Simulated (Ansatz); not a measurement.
MoPt:
```cif
data_MoPt
_chemical_formula_sum 'Mo1 Pt1'
_space_group_name_H-M_alt 'P 1'
_space_group_IT_number 1
_cell_length_a 2.78813
_cell_length_b 2.78813
_cell_length_c 4.52333
_cell_angle_alpha 90.000
_cell_angle_beta 90.000
_cell_angle_gamma 120.000
loop_
_space_group_symop_operation_xyz
  'x, y, z'
loop_
_atom_site_label
_atom_site_type_symbol
_atom_site_fract_x
_atom_site_fract_y
_atom_site_fract_z
_atom_site_occupancy
Mo1 Mo 0.66667 0.33333 0.00000 1
Pt1 Pt 0.33333 0.66667 0.50000 1
```

Relaxed with r²SCAN.

Task: Which orbitals make up the states near the Fermi level in the program Ansatz at the r²SCAN level (PAW)?

Result: Within 0.5 eV of the Fermi level: Mo 4d 60 %, Pt 5d 29 %, Mo 5s 5 %. Projections are on Löwdin-orthogonalised atomic valence shells; empty p or d shells of many metals are not among them.

Task: Tabulate the density of states.

Result: States/eV per cell of 2 atoms, in 0.25 eV bins, energy from the Fermi level.

```
E (eV)  total  Pt 5d  Mo 4d  Pt 6s
------  -----  -----  -----  -----
-7.85    0.27   0.03   0.02   0.16
-7.60    0.31   0.04   0.03   0.17
-7.35    0.52   0.16   0.07   0.21
-7.10    1.79   0.98   0.29   0.40
-6.85    1.16   0.61   0.21   0.25
-6.60    1.20   0.71   0.24   0.16
-6.35    1.90   1.26   0.40   0.11
-6.10    2.73   1.93   0.57   0.06
-5.85    2.71   1.87   0.51   0.06
-5.60    2.49   1.61   0.49   0.08
-5.35    4.10   2.72   0.98   0.24
-5.10    2.28   1.60   0.48   0.12
-4.85    1.42   1.14   0.20   0.03
-4.60    2.07   1.70   0.26   0.05
-4.35    2.25   1.84   0.25   0.09
-4.10    2.65   1.75   0.69   0.09
-3.85    2.58   1.60   0.79   0.07
-3.60    2.59   1.71   0.70   0.05
-3.35    2.70   1.78   0.74   0.04
-3.10    2.04   1.44   0.49   0.03
-2.85    2.66   1.75   0.75   0.04
-2.60    2.15   1.11   0.88   0.04
-2.35    2.07   0.78   1.14   0.04
-2.10    2.10   0.68   1.29   0.03
-1.85    1.45   0.54   0.79   0.03
-1.60    2.21   0.57   1.40   0.03
-1.35    2.08   0.53   1.29   0.04
-1.10    1.81   0.55   1.04   0.04
-0.85    1.90   0.62   1.08   0.03
-0.60    1.91   0.72   0.99   0.03
-0.35    1.48   0.47   0.84   0.03
-0.10    1.44   0.39   0.88   0.02
0.15     1.46   0.38   0.91   0.02
0.40     1.59   0.42   0.98   0.03
0.65     1.82   0.51   1.13   0.04
0.90     1.66   0.43   1.09   0.05
1.15     1.40   0.26   1.00   0.04
1.40     1.81   0.30   1.34   0.07
1.65     2.26   0.46   1.60   0.08
1.90     2.11   0.37   1.50   0.09
2.15     2.27   0.33   1.73   0.09
2.40     2.63   0.35   2.07   0.10
2.65     0.81   0.09   0.55   0.09
2.90     0.70   0.07   0.45   0.09
3.15     0.69   0.05   0.45   0.07
3.40     0.73   0.05   0.46   0.08
3.65     0.79   0.04   0.49   0.09
3.90     0.87   0.04   0.53   0.11
4.15     1.05   0.04   0.62   0.16
4.40     0.81   0.04   0.33   0.20
4.65     0.68   0.03   0.20   0.21
```

Space group P-6m2. The first step of the workflow began from a Materials Project structure, measured or hypothetical; the Crystallography Open Database copy checked does not list it. With Mo and Pt taken as one species the cell has the higher symmetry P6_3/mmc, so it may be an ordered model of a mixed-site phase. Its standing as an ambient phase is unchecked. The cell was relaxed with r²SCAN under the symmetry of its start; whether a distortion lowers the energy is not shown. No spin polarisation was allowed. Spin–orbit coupling is left out wherever it is not named.

Potentials: the later of the program's two PAW sets.
